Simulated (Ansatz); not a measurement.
The elements of this relaxed trial crystal are hidden behind letters.

```
lattice vectors (Å)
  -1.4166    1.4166    9.5563
   1.4166   -1.4166    9.5563
   1.4166    1.4166   -9.5563
fractional positions
X 0.5880 0.5880 0.0000
X 0.1961 0.1961 0.0000
X 0.8039 0.8039 0.0000
X 0.4120 0.4120 0.0000
Z 0.0000 0.0000 0.0000
```

These are results of Ansatz 0.2.0, DFT PBE, scalar-relativistic, plane waves, PAW, not measurements. Cutoff 420 eV, Γ-centred 18×18×18 mesh (5-atom cell), Gaussian smearing of 0.10 eV, no spin polarisation.

| Item | Value |
| --- | --- |
| Space group | I4/mmm (No. 139) |
| Conventional cell | a = 2.833 Å, c = 19.113 Å |
| Volume per atom | 15.34 Å³ |
| Density | 3.71 g/cm³ |
| Energy over the elements | −0.07 eV/atom |
| Gap on the 18×18×18 mesh of the 5-atom cell | 0 eV (a metal) |

Energies are uncorrected and count from the elements' standard states at the same level.

Question: X is a p-block element of period 3 and Z is a d-block element of period 4. Which elements are they?

Answer: X = Al, Z = Cu, so the formula is Al4Cu. Density times volume gives a mean mass of 3.71 × 15.34/1.6605 = 34.3 u per atom, and this set has 34.3 u. Al on its first site is surrounded by 4 Cu at 2.62 Å, 8 Al at 2.83–2.88 Å and 1 Al at 3.37 Å; Al on its second site has 12 Al at 2.83–2.88 Å; Cu has 8 Al at 2.62 Å and 4 Cu at 2.83 Å. Other sets within the hints have nearly the same mass, so mass alone doesn't settle it; this one was computed.

A structure relaxed within its symmetry needn't be a true minimum.
